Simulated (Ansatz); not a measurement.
**Band structure of ZnCu**

```xyz
2
Lattice="2.9450 0.0000 0.0000 0.0000 2.9450 0.0000 0.0000 0.0000 2.9450" Properties=species:S:1:pos:R:3 pbc="T T T"
Zn    1.4725    1.4725    1.4725
Cu    0.0000    0.0000    0.0000
```

Atoms are numbered in the order listed.

The conventional cell has a = 2.945 Å, b = 2.945 Å, c = 2.945 Å, α = 90.00°, β = 90.00°, γ = 90.00°. Zn (atom 1) has 8 Cu at 2.55 Å as nearest neighbours. Cu (atom 2) has 8 Zn at 2.55 Å as nearest neighbours.

The geometry is COD entry 9008814, unchecked; take it as a test cell.

Computed with DFT, PBEsol, all-electron LAPW, scalar-relativistic in Ansatz 0.2.0.

The runs use a Γ-centred 14×14×14 k mesh, Fermi–Dirac smearing of 0.05 eV, basis error target 0.5 meV/atom, no spin polarisation.

Points in fractions of the reciprocal vectors of this cell: Γ (0, 0, 0), X (0, 0.5, 0), M (0.5, 0.5, 0), R (0.5, 0.5, 0.5). The path joins them by straight lines in the order Γ–X–M–Γ–R–X–R–M; legs that retrace an earlier one aren't tabulated. Energies are in eV from the Fermi level.

Task: List the levels at M between -5 and 4.5 eV.

Result: -4.65, -3.35, -2.85 (×2), -2.46, -1.94 (×2), 1.77, 2.06.

Task: List the levels at X between -5 and 4.5 eV.

Result: -3.68, -3.26 (×2), -2.78, -1.98.

Task: List the levels at Γ between -5 and 4.5 eV.

Result: -3.55 (×2), -2.70 (×3).

Task: What is the band gap?

Result: none: with an odd electron count and no spin polarisation the bands can't all be full, a metal in this set-up (spin order or a larger cell could open a gap).
